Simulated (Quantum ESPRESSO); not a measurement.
# Moving one atom in Si2TiZrO8

The results below are calculated, not measured. They come from pw.x of Quantum ESPRESSO 7.5, a plane-wave density functional program, with PseudoDojo standard norm-conserving files (v0.5 for PBE, v0.4.1 for LDA and PBEsol). The cells are made up: elements, strain and atom displacements were drawn at random, and nothing was relaxed. There is no spin polarisation, spin-orbit coupling or dispersion term.

The cell has 12 sites of a fluorite lattice. Sites 1 to 4 hold Si Ti Si Zr; sites 5 to 12 hold O O O O O O O O. Cell vectors in Å: (4.827, 0.000, 0.000); (0.000, 4.827, 0.000); (0.000, 0.000, 4.827). Settings: PBE, cutoff 1143 eV, 5 x 5 x 5 k mesh shifted by half a step, Fermi-Dirac smearing of 0.025 eV.

Each run shifts the O atom on site 8 along z and leaves all else fixed. Site 4 is one of its nearest neighbours. E is the free energy of the cell above the lowest run shown. The last column is band 41 less band 40 at Gamma, from a band step after each run.

| run | shift (Å) | Fz on site 8 (eV/Å) | Fz on site 4 (eV/Å) | P (GPa) | E (meV) | level step at Gamma (eV) |
| --- | --- | --- | --- | --- | --- | --- |
| 1 | -0.1444 | 1.622 | 0.649 | 4.89 | 120.9 | 0.421 |
| 2 | -0.0838 | 0.957 | 0.732 | 4.74 | 42.8 | 0.463 |
| 3 | -0.0569 | 0.667 | 0.780 | 4.73 | 20.9 | 0.483 |
| 5 | 0.0101 | -0.044 | 0.926 | 4.82 | 0.0 | 0.534 |
| 6 | 0.0559 | -0.525 | 1.045 | 4.99 | 13.1 | 0.569 |
| 7 | 0.1247 | -1.257 | 1.247 | 5.41 | 74.3 | 0.618 |
| 4 | -0.0304 | ? | ? | ? | ? | ? |

A rerun of one of these cells at 1467 eV and k mesh 7 x 7 x 7 moved values by no more than 0.003 eV in the cell's energy, 0.06 GPa in stress and 0.003 eV/Å in force.

## Worked fit

A parabola through the six runs shown gives Fz on site 8 = 0.062 - 10.66 u + 0.9 u² eV/Å, with u in Å and a scatter of 0.006 eV/Å. Minus the slope, 10.66 ± 0.11 eV/Å², is this atom's force constant along z at u = 0, with its periodic images moving too. The fitted force vanishes at u = 0.006 Å, where the energy should be lowest along this line. The error is the larger of the fit's own and the change that a cubic makes, rounded up.

## Withheld run

Question: what Fz on site 8 should run 4 give?

The fit gives 0.387 eV/Å. The calculation gave 0.387 eV/Å.

| run | shift (Å) | Fz on site 8 (eV/Å) | Fz on site 4 (eV/Å) | P (GPa) | E (meV) | level step at Gamma (eV) |
| --- | --- | --- | --- | --- | --- | --- |
| 4 | -0.0304 | 0.387 | 0.833 | 4.74 | 7.0 | 0.503 |